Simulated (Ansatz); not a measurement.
Computed with DFT PBE, scalar-relativistic, plane waves, PAW in Ansatz 0.2.0. Plane waves to 420 eV, a 14×14×4 mesh through Γ for the 8-atom cell and 0.10 eV Gaussian smearing; no spin polarisation.

Formation energies are uncorrected and refer to the elements' standard structures at the same level (O₂ as a molecule).

Task: Propose a candidate for a tetragonal metal with formula Al5O3, with a formation energy near −0.68 eV/atom and a density near 3.12 g/cm³, in a cell of 8 atoms.

Result: Al5O3, space group P4/mmm (No. 123). Al on a site of symmetry 4mm has 4 Al at 2.63 Å, 4 O at 2.87 Å and 4 Al at 2.91 Å; around Al on a site of symmetry 4/mmm lie 8 O at 2.17 Å and 4 Al at 2.63 Å; Al on a second site of symmetry 4mm has 4 O at 2.38 Å, 4 Al at 2.63 Å and 5 Al at 2.91–2.98 Å; O on a site of symmetry 4mm is surrounded by 4 Al at 2.17 Å, 1 O at 2.23 Å, 4 O at 2.63 Å and 4 Al at 2.87 Å; 1 more site not described.

```
Al O
1.0
     2.62959    0.00000    0.00000
     0.00000    2.62959    0.00000
     0.00000    0.00000   14.05840
Al O
5 3
Direct
  0.00000 0.00000 0.23496
  0.00000 0.00000 0.76504
  0.00000 0.00000 0.00000
  0.50000 0.50000 0.39416
  0.50000 0.50000 0.60584
  0.50000 0.50000 0.07937
  0.50000 0.50000 0.92063
  0.00000 0.00000 0.50000
```

| Property | Result |
| --- | --- |
| Volume per atom | 12.15 Å³ |
| Density | 3.12 g/cm³ |
| Formation energy | −0.68 eV/atom |
| Gap on the 14×14×4 mesh of the 8-atom cell | 0 eV (a metal) |

The cell was found from a structure generator's guess, not taken from experiment. The answer needn't be unique; the calculation gave this one.

An odd number of electrons in the primitive cell allows no gap without spin; a larger cell or a magnetic state could open one. Symmetry constrained the relaxation, so the result can be a saddle point.
